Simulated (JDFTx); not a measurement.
surface: WSi2(001), Si outermost, slab composition W2Si4
bulk: WSi2, I4/mmm, lattice of mp-1620 (not re-optimised)
slab: 6 atoms in 6 planes, 1x1, 6.5 Å between the outermost planes
in-plane cell: 3.215 × 3.215 Å, 10.33 Å²
cell height: 22.5 Å
sampling: 6×6×1 k mesh, Fermi smearing 0.01 Ha, no spin polarisation

Whether this polymorph is the ambient one wasn't checked.

Computed with a modified build of JDFTx: PBE, GBRV ultrasoft potentials, plane waves to 20/100 Ha. Liquid: SCCS (g09 parameters), water, 2 M KCl. The neutral cell holds 44 valence electrons and has two faces of 10.334 Å² each. Last filling lines of the neutral and of a charged run (μ in hartree, zero in the bulk liquid):

```
FillingsUpdate:  mu: -0.163128979  nElectrons: 44.000000
FillingsUpdate:  mu: -0.155817000  nElectrons: 44.027648
```

Working it through: both potentials, by the convention U = −μ/e − 4.44 V vs SHE, the surface charge density and the mean capacitance.

U_pzc = 0.16313 × 27.2114 − 4.44 = 0.00 V; U = 0.15582 × 27.2114 − 4.44 = -0.20 V. The cell has 0.0276 excess electrons, a net charge of -0.0276 e, shared by two faces: σ = -0.0276 e / (2 × 10.334 Å²) = -0.00134 e/Å² = -2.1 μC/cm² (1 e/Å² = 1602.18 μC/cm²). C = σ/(U − U_pzc) = -2.1/-0.20 ≈ 11 μF/cm².
